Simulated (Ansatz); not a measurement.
## What a change of settings does to a run on MgI$_{2}$

The cell is a measured one (Crystallography Open Database entry 2013551); the temperature and pressure of the measurement aren't taken into account, and nothing was relaxed.

First run: DFT, PBE, PAW with Ansatz's default frozen-core files, scalar-relativistic (Ansatz 0.2.0).

Command: `ansatz run input.yaml --threads 1 --pin off --max-ram 3072MiB --backend cpu --events-out ev --progress --plain --runs-dir out` The run took 28 s on 1 thread of Arm Neoverse V1, on a shared host.

```yaml
crystal:
  lattice:
    - [4.1537001214, 0.0, 0.0]
    - [-2.0768500607, 3.5972098248, 0.0]
    - [0.0, 0.0, 6.862]
  atoms:
    - { symbol: Mg, position: [0.0, 0.0, 0.0] }
    - { symbol: I, position: [0.3333333333, 0.6666666667, 0.75763] }
    - { symbol: I, position: [0.6666666667, 0.3333333333, 0.24237] }
kpoints:
  mp_grid: { grid: [7, 7, 4] }
  band_path:
    path:
      - [0.0, 0.0, 0.0]
      - [0.5, 0.0, 0.0]
      - [0.3333333333, 0.3333333333, 0.0]
      - [0.0, 0.0, 0.0]
      - [0.0, 0.0, 0.5]
      - [0.5, 0.0, 0.5]
      - [0.3333333333, 0.3333333333, 0.5]
      - [0.0, 0.0, 0.5]
      - [0.5, 0.0, 0.5]
    npoints: 14
scf:
  occupations: { method: fermi_dirac, width: 0.03 }
hamiltonian:
  xc: pbe
  pseudopotentials: { kind: paw }
output:
  forces: true
  stress: true
  eigenvalues: true
  efg: { contact_densities: true }
  populations: true
  bader: true
  dos: { projected: true, de: 0.2, e_range: [-14, 8] }
  write_density: true
  write_potential: true
  elf: true
  volumetric_format: npy
```

Result: converged; pressure 1.26 GPa; largest force 0.039 eV/Å; gap on the k mesh 3.54 eV (the mesh can miss the band edges); 7 SCF iterations.

No spin–orbit coupling, which matters for the heavy atoms here.

A second input differs as follows:

```diff
@@ -24,7 +24,9 @@
 scf:
   occupations: { method: fermi_dirac, width: 0.03 }
+  max_iter: 100
 hamiltonian:
   xc: pbe
   pseudopotentials: { kind: paw }
+  hubbard: { sites: [{ species: I, l: p, u_eff: -5.0 }] }
 output:
   forces: true
@@ -33,9 +35,3 @@
   efg: { contact_densities: true }
   populations: true
-  bader: true
-  dos: { projected: true, de: 0.2, e_range: [-14, 8] }
-  write_density: true
-  write_potential: true
-  elf: true
-  volumetric_format: npy
```

**Question.** What is wrong with it, and what does the program do?

**Answer.** The fault is an enormous or negative U. The run converged; pressure 1.96 GPa; largest force 0.316 eV/Å; gap on the k mesh 2.15 eV (the mesh can miss the band edges); 8 SCF iterations. Such numbers aren't properties of the crystal. The log ends:
```
--- Löwdin populations: 3 sites ---
  site symbol       q [e]
     0     Mg      8.7916
     1      I     17.4672
     2      I     17.4672
  spilling = 0.006226 (of n_electrons = 44.000000)
```
